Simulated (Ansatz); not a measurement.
TiFe (CsCl type, Pm-3m) at seven volumes, r²SCAN (plane waves, PAW; program Ansatz), scaled uniformly. One row is withheld.

```json
[
 {"V (Å³/atom)": "11.541", "P (GPa)": "23.44"},
 {"V (Å³/atom)": "11.922", "P (GPa)": "14.43"},
 {"V (Å³/atom)": "12.302", "P (GPa)": "6.67"},
 {"V (Å³/atom)": "12.683", "P (GPa)": "0.00"},
 {"V (Å³/atom)": "13.063", "P (GPa)": "-5.74"},
 {"V (Å³/atom)": "13.444", "P (GPa)": "-10.67"},
 {"V (Å³/atom)": "13.824", "P (GPa)": "?"}
]
```

**Question.** Fit the shown pressures and predict the withheld one.

**Answer.** Third-order Birch–Murnaghan: P = (3/2)B₀(x^(7/2) − x^(5/2))[1 + (3/4)(B′ − 4)(x − 1)] with x = (V₀/V)^(2/3). Least squares on the six rows gives V₀ = 12.683 Å³/atom, B₀ = 205.9 GPa, B′ = 3.99. At V = 13.824, x = 0.9442 and P = -14.94 GPa. The run itself gave -14.91 GPa.

The workflow started from an entry of the Crystallography Open Database (COD). Its standing as an ambient phase is unchecked. The r²SCAN relaxation kept the symmetry of its start; its stability against distortions is not shown here. The workflow began spin-polarised and lost its moments.

Potentials: the later of the program's two PAW sets.
